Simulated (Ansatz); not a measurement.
input.yaml (Ansatz)

```yaml
crystal:
  lattice:
    - [0.0, 2.7768996487, 2.7768996487]
    - [2.7768996487, 0.0, 2.7768996487]
    - [2.7768996487, 2.7768996487, 0.0]
  atoms:
    - { symbol: Ru, position: [0.125, 0.125, 0.125], spin: 1.0 }
    - { symbol: Ru, position: [0.875, 0.875, 0.875], spin: 1.0 }
hamiltonian:
  xc: mr2scan
  pseudopotentials:
    kind: paw
    azcp:
      Ru: "pseudopotentials/Ru.paw.azcp"
basis:
  ecutwfc: 500
  fft_grid_basis: typed
kpoints:
  mp_grid: { grid: [16, 16, 16], shift: [0, 0, 0] }
magnetization:
  spin_polarized: true
scf:
  occupations: { method: fermi_dirac, width: 0.05 }
output:
  stress: true
```

Output

```
Engine: ansatz 0.2.0, aarch64-unknown-linux-gnu
Pseudopotentials: kind: paw
Pseudopotential: Ru, paw, valence charge 16, recommended cutoff 500 eV (meta_gga) 
Functional definition: m-r2SCAN
  exchange = m_r2scan_x
  correlation = m_r2scan_c
Crystal: 2 atoms, lattice volume = 42.826 Å³
Basis set: ecut = 500 eV, 1067 PW (Γ), exchange–correlation on 120×120×120 points (64 copies of the dense FFT grid, shifted against one another)
Bands: 21, of which v1, the nominal top of the filled ones, is band 16 counted from 1 (15 counted from 0)
Symmetry: 48 space group operations
Space group: Fd-3m (ITA 227), of the structure as read, at distance tolerance 3.5e-5 Å
Magnetic group: BNS 227.128 (UNI 1630), of the structure as read, at distance tolerance 3.5e-5 Å
k-points: 145 of 4096
Non-local potential: Ru, projectors of the file, l = 0: 3, l = 1: 2, l = 2: 2, l = 3: 1
PAW form: soft (Blöchl's): semilocal exchange-correlation on the pseudo side does not see the compensation charge
PAW frozen core: Ru, regenerated for the run's functional (the file was generated under x = pbe(κ = 0.804, μ = 0.2195149727645171), c = pbe(β = 0.06672455060314922))
PAW one-centre angular grid: Ru, 590 points (default); XC on 160 Gauss nodes
Initial density: superposition of atomic densities (chi_scale 0.1, normalization cell)
Starting moments: Σ|m| = 2 μB on 2 of 2 sites
Initial wavefunctions: pseudopotential atomic-orbital guess
Functional: x = mr2scan, c = mr2scan; τ floored in thin density (d = 2e-4 eV/Å³)
SCF iter   1: F=—  HF=-11779.201682 eV  |F-HF|=—  |Δ(HF+E_count)|=         —  Δρ=5.14e-2 (↑5.14e-2 ↓2.89e-2)  dr2=1.89e0  dr2_τ=3.51e-2  dr2_m=1.68e-1  M=1.031 μB ∫|m|=1.032 μB  β_m=0.62  ethr=3.10e-3  ⟨swp⟩=5.1  Hψ=24699  notcnv=0
Mixer restart at iter 1: flushing history
spin=Collinear: Kerker preconditioning applied to the charge; magnetization (m = ρ↑ − ρ↓) channel mixes plain (no charge-response kernel on spin).
SCF iter   2: F=—  HF=-11778.740145 eV  |F-HF|=—  |Δ(HF+E_count)|=   4.62e-1  Δρ=3.16e-2 (↑3.16e-2 ↓2.04e-2)  dr2=7.60e-1  dr2_τ=1.09e-2  dr2_m=4.91e-2  M=0.836 μB ∫|m|=0.844 μB  β_m=1.00  ethr=3.10e-3  ⟨swp⟩=2.0  Hψ=9657  notcnv=0  defer=50  κ⁻¹=1.0e0(r=1)
SCF iter   3: F=—  HF=-11778.754208 eV  |F-HF|=—  |Δ(HF+E_count)|=   1.41e-2  Δρ=9.58e-3 (↑9.58e-3 ↓8.71e-3)  dr2=6.24e-2  dr2_τ=2.16e-3  dr2_m=2.44e-3  M=0.478 μB ∫|m|=0.506 μB  β_m=1.00  ethr=2.38e-3  ⟨swp⟩=2.0  Hψ=9788  notcnv=0  defer=50  κ⁻¹=4.7e-2(r=2)
SCF iter   4: F=—  HF=-11779.009560 eV  |F-HF|=—  |Δ(HF+E_count)|=         —  Δρ=1.38e-2 (↑1.24e-2 ↓1.38e-2)  dr2=2.92e-2  dr2_τ=6.50e-3  dr2_m=5.41e-2  M=-0.032 μB ∫|m|=0.035 μB  β_m=0.30  ethr=1.95e-4  ⟨swp⟩=2.4  Hψ=9213  notcnv=0  defer=50
Mixer restart at iter 4: flushing history
SCF iter   5: F=—  HF=-11778.983878 eV  |F-HF|=—  |Δ(HF+E_count)|=   2.57e-2  Δρ=9.48e-3 (↑8.32e-3 ↓9.48e-3)  dr2=1.94e-2  dr2_τ=5.18e-4  dr2_m=2.30e-2  M=-0.002 μB ∫|m|=0.019 μB  β_m=0.47  ethr=9.13e-5  ⟨swp⟩=1.0  Hψ=6090  notcnv=0  defer=50  κ⁻¹=1.0e0(r=1)
...
SCF iter  15: F=—  HF=-11778.971103 eV  |F-HF|=—  |Δ(HF+E_count)|=   4.89e-8  Δρ=1.73e-6 (↑1.50e-6 ↓1.73e-6)  dr2=3.31e-10  dr2_τ=6.30e-11  dr2_m=7.99e-10  M=0.000 μB ∫|m|=0.000 μB  β_m=0.30  ethr=3.49e-11  ⟨swp⟩=2.0  Hψ=10782  notcnv=0  defer=50  κ⁻¹=5.8e-8(r=8)
SCF iter  16: F=—  HF=-11778.971103 eV  |F-HF|=—  |Δ(HF+E_count)|=   1.72e-9  Δρ=9.53e-7 (↑9.53e-7 ↓8.27e-7)  dr2=1.40e-10  dr2_τ=1.84e-11  dr2_m=2.23e-10  M=0.000 μB ∫|m|=0.000 μB  β_m=0.34  ethr=1.03e-12  ⟨swp⟩=2.0  Hψ=10662  notcnv=0  defer=50  κ⁻¹=9.9e-7(r=8)
SCF iter  17: F=-11778.971103 eV  HF=-11778.971103 eV  |F-HF|=1.78e-10  |Δ(HF+E_count)|=  3.95e-10  Δρ=2.91e-7 (↑2.91e-7 ↓2.78e-7)  dr2=3.68e-11  dr2_τ=2.41e-12  dr2_m=6.83e-12  M=-0.000 μB ∫|m|=0.000 μB  ethr=1.00e-12  ⟨swp⟩=1.0  Hψ=18014  notcnv=0
SCF 1 converged in 17 iterations: F = -11778.971103 eV  dr2 = 3.68e-11
WARN: the starting moments were not kept: the SCF closed with an absolute magnetisation of 3.3e-6 μB, where they sum to 2 μB in size (2 sites). That is at most 0.1 of that sum. Measured as dr2_m measures the in/out step, that magnetisation stands 1.4e-12 eV from none, at or under the dr2_threshold of 1.0e-7 eV: it is no larger than a step whose dr2_m would equal this threshold. The system may hold no moment; this SCF shows only that its start led to no more than that. To try another start: raise the starting moments (crystal.atoms[].spin, magnetization.per_species, magnetization.initial_magnetization, or on a non-collinear deck that types none of these the spinor_matrix: blocks that start its atoms; where the total moment is fixed, keep their sum and leave initial_magnetization as it is; typed ones take the place of any that the run laid by itself, positive ones on a crystal's lanthanoids without a Hubbard term where scf.initial_density.shell_occupations: [] is typed) or, if the notice of its spin-set hold's release reads "site moments contracting" or "site moments show no strong build", lengthen the hold (scf.mixing.spin_hold: { on: { confirm: 4 } }; for m-r²SCAN on two components see the key's manual first). Each may lead to a state that holds a moment. A second SCF, from the converged charge density, with the starting moments and any scf.initial_density.shell_occupations laid on it anew, would have followed, and was not run: the deck does not ask for one (magnetization.retry_lost_moments is false, the default). To let it run, set magnetization.retry_lost_moments: true and run the deck again, where that key's refused combinations let it; where memory then withholds it, that run's warning says so.
this state was not tested for a lower state beside it, because the mixer in use, unlike msr1, does not test its closes by its own steps (another_mixer; see scf.mixing.algorithm and scf.lower_state_search)
SCF converged after 17 iterations
Magnetization: -0.0000 μB (16.0000 up, 16.0000 down)
Absolute magnetization: 0.0000 μB (∫|ρ↑−ρ↓|, with the PAW one-centre terms)
Spin contamination: 0.0000 ħ² per cell (⟨S²⟩ above its minimum at these occupations)
Per-site moments (μB) at R_I (Å): [(4.27903518228268e-8, 0.9920070763078914), (4.2790351772803087e-8, 0.9920070763078914)]
Free energy (F): -11778.971103 eV
Harris-Foulkes:  -11778.971103 eV  (|F-HF|=1.78e-10)
Internal energy: -11778.955669 eV  (E = F + TS)
E sigma→0 (E₀):  -11778.963386 eV
Entropy (-TS):   -0.015434 eV (-7.717 meV/atom)
Fermi energy:    13.051723 eV
--- Per-component energies (eV) ---
  E_band       = -451.321583
  E_kinetic    = 1025.779796
  E_local      = -3972.406142  (includes V_loc(G=0)·N_el)
  E_nonlocal   = 689.694389
  E_hartree    = 1377.809596
  E_xc         = -364.092246
  E_vxc        = -527.219099  (∫ρ·V_xc dr)
  E_paw        = -6959.656425  (= ΣΔE_a)
  E_vpaw       = -460.087599  (= ΣTr[D̂ρ^β])
  E_aug_tail   = 0.000188  (compensation charges beyond the density's cutoff)
  E_vtau       = 37.297535  (kinetic-family band-sum trace: ∫τ·v_τ [+ j·A + Jᵃ·Aᵃ] dr)
  E_ewald      = -3575.462914
  E_core_change = -0.621911  (= ΣΔE_core)
  E_smearing   = -0.015434  (= −TS)
  E_closure    = 0.000000  (closes the sum)
  Σ components = -11778.971103   (vs F -11778.971103, Δ=0.00e0)
--- Stress (GPa, compression-positive) ---
      -11.436368       0.000000      -0.000000
        0.000000     -11.436368      -0.000000
       -0.000000      -0.000000     -11.436368
  P = ⅓ Tr σ = -11.4364 GPa (-114.364 kbar)
```
